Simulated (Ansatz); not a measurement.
OsN₂ in space group P6/mmm (No. 191; Os on 1a, N on 2e) at seven volumes, the program Ansatz at the LDA level (PAW), shape and atoms relaxed at each. One row is withheld.

| V (Å³/atom) | P (GPa) |
|---|---|
| 9.815 | 24.96 |
| 10.139 | 15.09 |
| 10.462 | 6.83 |
| 10.786 | 0.01 |
| 11.110 | -5.58 |
| 11.433 | -10.14 |
| 11.757 | ? |

Problem. Fit the shown pressures and predict the withheld one.

Solution. Third-order Birch–Murnaghan: P = (3/2)B₀(x^(7/2) − x^(5/2))[1 + (3/4)(B′ − 4)(x − 1)] with x = (V₀/V)^(2/3). Least squares on the six rows gives V₀ = 10.788 Å³/atom, B₀ = 204.8 GPa, B′ = 5.39. At V = 11.757, x = 0.9443 and P = -13.97 GPa. The run itself gave -13.84 GPa.

The first step of the workflow began from a Materials Project structure, measured or hypothetical; the Crystallography Open Database copy checked does not list it. Its standing as an ambient phase is unchecked. Symmetry was held in the LDA relaxation; whether a distortion lowers the energy is not shown. No spin polarisation was allowed. Scalar-relativistic: spin–orbit coupling is off unless named, which matters more the heavier the elements.

Potentials: the later of the program's two PAW sets.
